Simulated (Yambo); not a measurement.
A G0W0@PBEsol run in Yambo for Cs2CaH4 (space group I4/mmm, No. 139) (4×4×4 Γ-centred k mesh, 164 bands and a 6 Ry block in the screening, 164 bands in G with the Bruneval-Gonze terminator, plasmon pole fitted at 27.2 eV) gives these matrix elements, in eV, at the band edges (N → (0.25, -0.25, 0.25)):

| state | E0 | <Vxc> | <Σx> | <Σc(E0)> | Z |
|---|---|---|---|---|---|
| valence edge | 0.000 | -10.402 | -13.849 | 1.575 | 0.802 |
| conduction edge | 2.827 | -7.844 | -3.620 | -3.260 | 0.843 |

Problem. Solve the linearised quasiparticle equation for both states, give the gap, and say how exchange and correlation each act on it.

Solution. E = E0 + Z(Σx + Σc − Vxc). Valence: 0.000 + 0.802 × (-13.849 + (1.575) − (-10.402)) = -1.50 eV. Conduction: 2.827 + 0.843 × (-3.620 + (-3.260) − (-7.844)) = 3.64 eV. The gap is 5.14 eV, against 2.83 eV in PBEsol. Replacing Vxc by bare exchange alone would open it by 7.67 eV; correlation takes back 4.83 eV of that, and Z scales what is left. Nearest settings tried, and what they do to the gap: 2 Ry block (55 vectors against 295): -258 meV. Not varied: bands in G, bands in W, mesh. So the settings aren't converged at that level. 

Geometry of the Materials Project entry, not relaxed at this level; primitive cell a = b = c = 8.4093 Å, α = β = 148.23°, γ = 45.54°.

The structure is a Materials Project entry; no match was found in the copy of COD used, and its stability was not checked.
